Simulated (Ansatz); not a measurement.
# Profile along the Ca–H line in RbCaH3 (cubic perovskite)

RbCaH3 (cubic perovskite)

```cif
data_H3CaRb
_chemical_formula_sum 'Rb1 Ca1 H3'
_space_group_name_H-M_alt 'P 1'
_space_group_IT_number 1
_cell_length_a 4.39833
_cell_length_b 4.39833
_cell_length_c 4.39833
_cell_angle_alpha 90.000
_cell_angle_beta 90.000
_cell_angle_gamma 90.000
loop_
_space_group_symop_operation_xyz
  'x, y, z'
loop_
_atom_site_label
_atom_site_type_symbol
_atom_site_fract_x
_atom_site_fract_y
_atom_site_fract_z
_atom_site_occupancy
Rb1 Rb 0.00000 0.00000 0.00000 1
Ca1 Ca 0.50000 0.50000 0.50000 1
H1 H 0.50000 0.00000 0.50000 1
H2 H 0.00000 0.50000 0.50000 1
H3 H 0.50000 0.50000 0.00000 1
```

Fields along a shortest Ca–H line of a {100} plane (2.20 Å), from Ca to H, interpolated on the slice's grid (step about 0.2 Å). The numbers are results of LDA (plane waves to 420 eV, PAW, scalar-relativistic; Ansatz, an electronic-structure program), not measurements. k mesh 8×8×8. These are valence fields of a PAW run, semicore shells included where kept as valence: close to a nucleus they are smooth pseudo fields. RbCaH3 was relaxed with its symmetry unable to fall.

| distance from Ca (Å) | valence electron density (e/Å³) | electron localisation function |
|---|---|---|
| 0.00 | 6.96 | x |
| 0.11 | 6.84 | x |
| 0.22 | 6.41 | x |
| 0.33 | 5.63 | x |
| 0.44 | 4.53 | 0.86 |
| 0.55 | 3.31 | 0.87 |
| 0.66 | 2.18 | 0.86 |
| 0.77 | 1.32 | 0.78 |
| 0.88 | 0.75 | 0.61 |
| 0.99 | 0.43 | 0.37 |
| 1.10 | 0.28 | 0.17 |
| 1.21 | 0.23 | 0.15 |
| 1.32 | 0.22 | 0.30 |
| 1.43 | 0.25 | 0.65 |
| 1.54 | 0.32 | 0.90 |
| 1.65 | 0.42 | 0.99 |
| 1.76 | 0.58 | 1.00 |
| 1.87 | 0.82 | x |
| 1.98 | 1.19 | x |
| 2.09 | 1.59 | x |
| 2.20 | 1.79 | x |

x: too close to a nucleus for the ELF to mean much.

Density on the Ca–H line (2.20 Å) at its density minimum, 1.3 Å from Ca: 0.22 e/Å³. ELF at that point: 0.17.
